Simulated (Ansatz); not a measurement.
LiMg₂:
```xyz
3
Lattice="-1.7227 1.7227 5.2442 1.7227 -1.7227 5.2442 1.7227 1.7227 -5.2442" Properties=species:S:1:pos:R:3 pbc="T T T"
Li     0.0000     0.0000     5.2442
Mg     0.0000     0.0000     8.8237
Mg     0.0000     0.0000     1.6647
```

Relaxed with r²SCAN. Special points in fractions of this cell's reciprocal vectors: Γ (0.000, 0.000, 0.000); X (0.000, 0.000, 0.500); P (0.250, 0.250, 0.250); N (0.000, 0.500, 0.000); M (0.500, 0.500, -0.500); S (0.277, 0.723, -0.277); S0 (-0.277, 0.277, 0.277); R (-0.054, 0.054, 0.500); G (0.500, 0.500, -0.054).

**Question.** List the band energies nearest the Fermi level at these points for DFT-r²SCAN in the program Ansatz with PAW potentials.

**Answer.** In eV from the Fermi level; about four levels below and three above (degenerate sets whole), none deeper than 8.9 eV; points with the same levels are listed once.

| k | below | above |
|---|---|---|
| Γ | -6.60 -1.29 -0.87 | 6.40 6.40 6.45 |
| X | -0.96 | 0.33 0.45 0.49 |
| P | -0.62 -0.62 | 0.46 1.11 2.11 2.11 |
| N | -3.40 -2.84 -1.03 | 0.71 4.64 5.56 |
| M | -5.75 -4.54 | 4.88 5.24 5.24 |
| S | -3.12 -2.97 -2.01 | 2.84 3.02 7.34 |
| R | -0.88 -0.60 -0.22 | 0.68 2.20 2.77 |

Space group I4/mmm. The first step of the workflow began from a Materials Project structure, measured or hypothetical; the Crystallography Open Database copy checked does not list it. Its standing as an ambient phase is unchecked. Symmetry was held in the r²SCAN relaxation; its stability against distortions is not shown here.

Potentials: the later of the program's two PAW sets.
